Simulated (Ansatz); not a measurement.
A trial cell of HfSnO4, before relaxation:

```cif
data_structure
_symmetry_space_group_name_H-M 'P 1'
_symmetry_Int_Tables_number 1
_cell_length_a 3.8656
_cell_length_b 3.8656
_cell_length_c 5.6189
_cell_angle_alpha 90.000
_cell_angle_beta 90.000
_cell_angle_gamma 90.000
_cell_volume 83.96
loop_
_atom_site_label
_atom_site_type_symbol
_atom_site_fract_x
_atom_site_fract_y
_atom_site_fract_z
_atom_site_occupancy
Hf1 Hf 0.50000 0.50000 0.50000 1
Sn1 Sn 0.00000 0.00000 0.00000 1
O1 O 0.00000 0.50000 0.69721 1
O2 O 0.50000 0.00000 0.80279 1
O3 O 0.50000 0.00000 0.30279 1
O4 O 0.00000 0.50000 0.19721 1
```

The calculation used DFT PBE, scalar-relativistic, plane waves, PAW (Ansatz). Cutoff 420 eV, Gaussian smearing, Γ-centred meshes. Cell and atoms relax first on a coarse mesh and then on a converged one. In between, the cell is made exact in the group found at 0.06 Å. The steps can't lower the symmetry of their start. No spin polarisation.

A guess keeps its type if space group and coordination stay and the shape of the cell changes little (axis ratios within about 15 %, angles within 6°); the volume may change.

Question: Will the relaxed cell still be of the starting type?

Answer: It keeps its type. The symmetry stays P-4m2 (No. 115). The volume per atom shrinks by 16.2 %, from 14.0 to 11.7 Å³. The shortest distance goes from 2.23 Å (Hf–O and Sn–O) to 2.04 Å (Hf–O). The ratio c/a of the conventional cell changes by a factor of 1.04. Counting neighbours within 15 % of an atom's shortest distance, the start has Hf 4, O 2, Sn 4 and the end Hf 4, O 2, Sn 4.

Formation energies are uncorrected and refer to the elements' standard structures at the same level (O₂ as a molecule). The references include grey tin.

Question: At what energy does it end?

Answer: −2.432 eV/atom. Whether it is stable depends on the other phases of the system, which aren't compared here.

The last run used an 8×8×6 mesh (in the run's order of axes) for its 6-atom cell and Gaussian smearing of 0.02 eV. These runs have no spin–orbit coupling, which can matter for Hf. A later test with randomly moved atoms led to a structure 11 meV/atom lower, so this end is a saddle point or a shallow minimum.
